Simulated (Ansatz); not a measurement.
**Question.** Name crystals whose computed values (LDA in the plane-wave PAW code Ansatz) fall in these windows: gap (eV) 1.1 to 1.5; Θ_D (K) 1000 to 1300; G_Hill (GPa) 170 to 230.

**Answer.** 

```
crystal           gap (eV)  Θ_D (K)  G_Hill (GPa)
----------------  --------  -------  ------------
SiC, zinc blende      1.30     1160           193
```
Others may fit too.

The cell was relaxed under the symmetry of its start.

Potentials: the earlier of the program's two PAW sets. The files were generated under PBE; for other functionals the program regenerates the frozen cores, and for LDA and PBEsol the local potential too.
